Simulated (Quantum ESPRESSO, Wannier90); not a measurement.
# TaC (rock salt), plane waves to Wannier functions

```
CELL_PARAMETERS angstrom
      0.00000     2.23390     2.23390
      2.23390     0.00000     2.23390
      2.23390     2.23390     0.00000
ATOMIC_POSITIONS crystal
  Ta 0.00000 0.00000 0.00000
  C  0.50000 0.50000 0.50000
```

Materials Project entry mp-1086; symmetrised, unrelaxed at this level. COD (Crystallography Open Database) has an entry of this formula and space group (matched by these alone). Computed values, not measurements, from PBEsol: Quantum ESPRESSO (norm-conserving PseudoDojo potentials, cutoff 66 Ry, no spin polarisation, no spin-orbit coupling) on a Γ-centred 12×12×12 mesh, then Wannier90. Density: 12×12×12 mesh, cold smearing 0.01 Ry. Spin-orbit coupling is left out although heavy elements are present.

Valence charges of the files: Ta 13, C 4. 26 bands were computed.

Isolated groups of bands, relative to the Fermi level (bands from 6 on overlap up to the last one computed):

```
bands  from (eV)  to (eV)  filling             weight on atomic waves
-----  ---------  -------  -------  ---------------------------------
1         -68.75   -68.69   filled                         Ta 5s 95 %
2–4       -35.69   -35.00   filled                         Ta 5p 97 %
5         -14.70   -10.27   filled  C 2s 55 %, Ta 5d 25 %, Ta 6s 14 %
```

Wanted is a model with the orbitals Ta s p d, C s p, without the filled groups that are mainly made of other shells (semicore states, and anion s where it isn't named); all higher bands stay in for disentanglement.

Question: Give num_wann, exclude_bands and num_bands, and the number of electrons that the model holds.

Answer: Electrons: 1×13 + 1×4 = 17, or 8.5 bands' worth; no gap over 0.05 eV opens at the Fermi level at this level of theory.
num_wann = 1×9 + 1×4 = 13.
exclude_bands = 1-4, 4 bands, so num_bands = 26 − 4 = 22.
The model holds 17 − 2×4 = 9 electrons. With the window frozen to 1.50 eV it follows pw.x to 1.8 meV rms (states up to 1.0 eV relative to the Fermi level).
